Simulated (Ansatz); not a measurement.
ZnAu (CsCl type)

```yaml
crystal:
  lattice:
    - [3.18677, 0.00000, 0.00000]
    - [0.00000, 3.18677, 0.00000]
    - [0.00000, 0.00000, 3.18677]
  atoms:
    - { symbol: Zn, position: [0.50000, 0.50000, 0.50000] }
    - { symbol: Au, position: [0.00000, 0.00000, 0.00000] }
```

The slice is a {100} plane (indices of the conventional cell) through the point (0.500, 0.500, 0.500) (fractional), spanned by u = [100] and v = [010] in vectors of this cell: u (3.19 Å) and v (3.19 Å, at 90° to u). It covers one period; positions are fractions (u, v).

Method: PBE (plane waves to 420 eV, PAW, scalar-relativistic; Ansatz, a first-principles code). k mesh 15×15×15. These are valence fields of a PAW run, semicore shells included where kept as valence: close to a nucleus they are smooth pseudo fields. Spin-orbit coupling is left out, though Au is heavy. ZnAu was relaxed with its symmetry unable to fall.

Three fields on this plane, each scaled to ten steps between its own extremes (0 low, 9 high; the total valence density on a logarithmic scale, the potential cut 8 eV below its top; x marks points blanked near nuclei; v = 0 in the bottom row):

Map A
```
|xxxxxxx0366630xxxxxx|
|xxxxxx115777511xxxxx|
|xxxxxx137888731xxxxx|
|xxxxx12699999621xxxx|
|xxxx1259998999521xxx|
|xx11259987778995211x|
|00136998766678996310|
|23579987654567899753|
|56789976543456799876|
|56789876433346789876|
|56789976543456799876|
|23579987654567899753|
|00136998766678996310|
|xx11259987778995211x|
|xxxx1259998999521xxx|
|xxxxx12699999621xxxx|
|xxxxxx137888731xxxxx|
|xxxxxx115777511xxxxx|
|xxxxxxx0366630xxxxxx|
|xxxxxxx0255520xxxxxx|
```

Map B
```
|xxxxxxx5200025xxxxxx|
|xxxxxx952000259xxxxx|
|xxxxxx842000248xxxxx|
|xxxxx96321012369xxxx|
|xxxx9743221223479xxx|
|xx98643332223334689x|
|65543333333333333455|
|22222233334333322222|
|00001223344433221000|
|00000123444443210000|
|00001223344433221000|
|22222233334333322222|
|65543333333333333455|
|xx98643332223334689x|
|xxxx9743221223479xxx|
|xxxxx96321012369xxxx|
|xxxxxx842000248xxxxx|
|xxxxxx952000259xxxxx|
|xxxxxxx5200025xxxxxx|
|xxxxxxx6200026xxxxxx|
```

Map C
```
|xxxxxxx5799975xxxxxx|
|xxxxxx057999750xxxxx|
|xxxxxx368999863xxxxx|
|xxxxx05789998750xxxx|
|xxxx0468999998640xxx|
|xx03568899999886530x|
|45567889999999887655|
|77788999999999998877|
|89999999999999999999|
|99999999999999999999|
|89999999999999999999|
|77788999999999998877|
|45567889999999887655|
|xx03568899999886530x|
|xxxx0468999998640xxx|
|xxxxx05789998750xxxx|
|xxxxxx368999863xxxxx|
|xxxxxx057999750xxxxx|
|xxxxxxx5799975xxxxxx|
|xxxxxxx4789874xxxxxx|
```

Task: Assign the maps to these fields: electron localisation function (ELF); valence electron density; electrostatic potential energy of an electron, from the cell's mean.

Result: A is the electron localisation function (ELF); B is the valence electron density; C is the electrostatic potential energy of an electron, from the cell's mean.
